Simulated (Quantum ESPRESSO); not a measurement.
# Planted mistakes on one cell of Hf3AlO7F

The results below are calculated, not measured. They come from pw.x of Quantum ESPRESSO 7.5, a plane-wave density functional program, with PseudoDojo standard norm-conserving files (v0.5 for PBE, v0.4.1 for LDA and PBEsol). The cells are made up: elements, strain and atom displacements were drawn at random, and nothing was relaxed. There is no spin polarisation, spin-orbit coupling or dispersion term.

The hafnium file is less sure than the others, with forces about 3 percent (worst 6) and pressure in oxides about 1.5 GPa (worst 2.7) from a second method in checks, which no rerun with the same files tests.

The cell has 12 sites of a rutile lattice (two cells along c). Sites 1 to 4 hold Hf Hf Al Hf; sites 5 to 12 hold O O O O F O O O. Cell vectors in Å: (4.971, 0.011, 0.062); (0.011, 4.962, -0.005); (0.082, -0.007, 6.472). Settings: PBE, cutoff 1143 eV, 5 x 5 x 4 k mesh shifted by half a step, Fermi-Dirac smearing of 0.025 eV.

The intended run has a self-consistency threshold of 1e-07 eV, a smearing term of 0.000 eV, a pressure of -13.30 GPa and 13 iterations. Each further run changes one thing: atoms of sites 8 and 9 exchanged; cutoff 780 eV; k mesh 1 x 1 x 1; one electron added; smearing 0.37 eV; threshold 0.2 eV. A coarse mesh keeps the shift, and a charged cell sits in a uniform background.

| run | change of free energy (eV) | smearing term -TS (eV) | change of P (GPa) | largest change of a force component (eV/Å) | iterations |
| --- | --- | --- | --- | --- | --- |
| A | 0.125 | 0.000 | 1.85 | 0.269 | 5 |
| B | 0.874 | 0.000 | 1.55 | 0.676 | 17 |
| C | 0.196 | 0.000 | -0.05 | 3.644 | 14 |
| D | -0.016 | -0.103 | 0.10 | 0.041 | 13 |
| E | 10.921 | -0.006 | 16.05 | 0.806 | 15 |
| F | 1.647 | 0.000 | -10.98 | 0.022 | 13 |

A rerun of the intended cell at 1437 eV and k mesh 7 x 7 x 6 moved values by no more than 0.004 eV in the cell's energy, 0.03 GPa in stress and 0.002 eV/Å in force.

Question: which change belongs to which run?

## Worked reading

Run A has the fewest iterations, as a run stopped early does. Run D has the largest smearing term, as wide smearing gives. Run F has a higher energy and the largest fall in pressure, as too small a basis gives. Energies from files of another functional, or of a charged cell, have another zero and say nothing on stability; the pressure of a charged cell rests on the program's zero of potential too.

## Key

| run | change |
| --- | --- |
| A | threshold 0.2 eV |
| B | k mesh 1 x 1 x 1 |
| C | atoms of sites 8 and 9 exchanged |
| D | smearing 0.37 eV |
| E | one electron added |
| F | cutoff 780 eV |